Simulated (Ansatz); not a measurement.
**SnSe2: computed property card**

SnSe$_{2}$:
```
SnSe2
1.0
   -2.84761     2.84761     5.62144
    2.84761    -2.84761     5.62144
    2.84761     2.84761    -5.62144
Sn Se
2 4
Direct
  0.50000   0.50000   0.00000
  0.25000   0.75000   0.50000
  0.27150   0.27150   0.00000
  0.02150   0.52150   0.50000
  0.47850   0.97850   0.50000
  0.72850   0.72850   0.00000
```

Space group I4_1/amd (No. 141), anatase; conventional cell a = b = 5.6952 Å, c = 11.2429 Å, α = β = γ = 90.00°.

Method: PBE in the plane-wave PAW code Ansatz. Structure relaxed to zero pressure with the same functional. Other levels are named where they apply.

### Cell and energy

```
Item                                                          Result
-----------------------------------------------------  -------------
Volume per atom                                             30.39 Å³
Density                                                   5.04 g/cm³
Formation energy from the elements (no fitted shifts)  -127 meV/atom
```

### Electronic structure

```
Quantity                                                                                                                      Result
----------------------------------------  ------------------------------------------------------------------------------------------
Band gap                                                                                                          0.21 eV (indirect)
Valence-band maximum                      off the standard path, at k = (0.146, 0.229, 0.312) in fractions of the reciprocal vectors
Conduction-band minimum                                                                                                         at Γ
Smallest direct gap on the standard path                                                                                     0.40 eV
Electron effective mass                                                                       0.10, 0.10, 0.19 mₑ (principal values)
Hole effective mass                                                                            0.45, 0.55, 2.8 mₑ (principal values)
```

A made-up cell: these elements were put on the sites of a structure type; neither database checked (COD, Materials Project) lists it. COD files the formula under space group No. 164, 217. Whether it is the stable phase at ambient conditions was not checked. Symmetry was held in the PBE relaxation; its stability against distortions is not shown here. The references are the lowest solids computed at this level, not always the standard phases. Spin–orbit coupling is left out wherever it is not named.

Potentials: the later of the program's two PAW sets.
